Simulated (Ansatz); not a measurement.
Bi2CoTe3:
```
CELL_PARAMETERS angstrom
      3.85521     0.00000     0.00000
     -1.92761     3.33871     0.00000
      0.00000     0.00000    12.25968
ATOMIC_POSITIONS crystal
  Te 0.33333 0.66667 0.60454
  Bi 0.66667 0.33333 0.82028
  Te 0.00000 0.00000 0.00000
  Bi 0.33333 0.66667 0.17972
  Te 0.66667 0.33333 0.39546
  Co 0.00000 0.00000 0.50000
```

Relaxed with PBE+D3(BJ). Special points in fractions of this cell's reciprocal vectors: Γ (0.000, 0.000, 0.000); M (0.500, 0.000, 0.000); K (0.333, 0.333, 0.000); A (0.000, 0.000, 0.500); L (0.500, 0.000, 0.500); H (0.333, 0.333, 0.500).

### Question
List the band energies nearest the Fermi level at these points for DFT-PBE+D3(BJ) in the program Ansatz with PAW potentials.

### Answer
In eV from the Fermi level; about four levels below and three above (degenerate sets whole), none deeper than 8.9 eV; points with the same levels are listed once.

```csv
k,below,above
Γ,-1.20 -1.20 -0.70 -0.64 -0.64,0.11 0.11 0.31
M,-1.16 -0.97 -0.92 -0.13,0.18 0.81 1.73
K,-1.14 -1.14 -0.97 -0.61 -0.61,1.37 1.37 1.91
A,-1.21 -1.21 -0.63 -0.63 -0.38,0.08 0.08 1.79 1.79
L,-1.97 -1.05 -0.97 -0.96,0.18 0.53 0.69
H,-1.11 -0.80 -0.36 -0.36,0.36 0.36 1.32
```

Space group P-3m1. A made-up cell: these elements were put on the sites of a structure type; neither database checked (COD, Materials Project) lists it. Whether it is the stable phase at ambient conditions was not checked. The PBE+D3(BJ) relaxation kept the symmetry of its start; of distortions, only those at the zone centre were tested. The workflow began spin-polarised and lost its moments. Spin–orbit coupling is left out wherever it is not named.

Potentials: the later of the program's two PAW sets.
